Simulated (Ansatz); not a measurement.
The relaxed structure here is a generated cell of RbZnBr3: the first start was made by placing the elements on the sites of a structure type, and the end was not matched to a known phase here, so it may be hypothetical.

The start is a generated cell, RbZnBr3 built in the GdFeO3 structure type. A full variable-cell relaxation at zero pressure is run with r2SCAN (plane waves to 500 eV, PAW, scalar-relativistic; Ansatz, an electronic-structure program). The first steps use a coarse 3×2×3 k-mesh.

The start:
```yaml
crystal:
  lattice:
    - [7.37276, 0.00000, 0.00000]
    - [0.00000, 10.40296, 0.00000]
    - [0.00000, 0.00000, 7.34815]
  atoms:
    - { symbol: Rb, position: [0.48770, 0.25000, 0.99160] }
    - { symbol: Rb, position: [0.98770, 0.25000, 0.50840] }
    - { symbol: Rb, position: [0.51230, 0.75000, 0.00840] }
    - { symbol: Rb, position: [0.01230, 0.75000, 0.49160] }
    - { symbol: Zn, position: [0.00000, 0.00000, 0.00000] }
    - { symbol: Zn, position: [0.50000, 0.50000, 0.50000] }
    - { symbol: Zn, position: [0.00000, 0.50000, 0.00000] }
    - { symbol: Zn, position: [0.50000, 0.00000, 0.50000] }
    - { symbol: Br, position: [0.03130, 0.25000, 0.05860] }
    - { symbol: Br, position: [0.53130, 0.25000, 0.44140] }
    - { symbol: Br, position: [0.96870, 0.75000, 0.94140] }
    - { symbol: Br, position: [0.46870, 0.75000, 0.55860] }
    - { symbol: Br, position: [0.28800, 0.53700, 0.21300] }
    - { symbol: Br, position: [0.78800, 0.96300, 0.28700] }
    - { symbol: Br, position: [0.71200, 0.03700, 0.78700] }
    - { symbol: Br, position: [0.21200, 0.46300, 0.71300] }
    - { symbol: Br, position: [0.71200, 0.46300, 0.78700] }
    - { symbol: Br, position: [0.21200, 0.03700, 0.71300] }
    - { symbol: Br, position: [0.28800, 0.96300, 0.21300] }
    - { symbol: Br, position: [0.78800, 0.53700, 0.28700] }
```

**Question.** By how much does the energy per atom fall from start to end?

**Answer.** 31 meV/atom.

**Question.** How do the shortest distances between atoms change?

**Answer.** The closest pairs of elements (up to four, under 3.6 Å), start → end: Br–Zn 2.65 → 2.62 Å; Br–Rb 3.15 → 3.46 Å.

The space group stays Pnma (No. 62) (the run could not lower it); the end is AFLOW prototype AB3C_oP20_62_c_cd_a (as in CaTiO3), with 20 atoms in the primitive cell. Final values are on a 4×3×4 k-mesh of the relaxed cell. No spin polarisation in the result.

The run could not lose the symmetry of its start, so the end can be a saddle point.
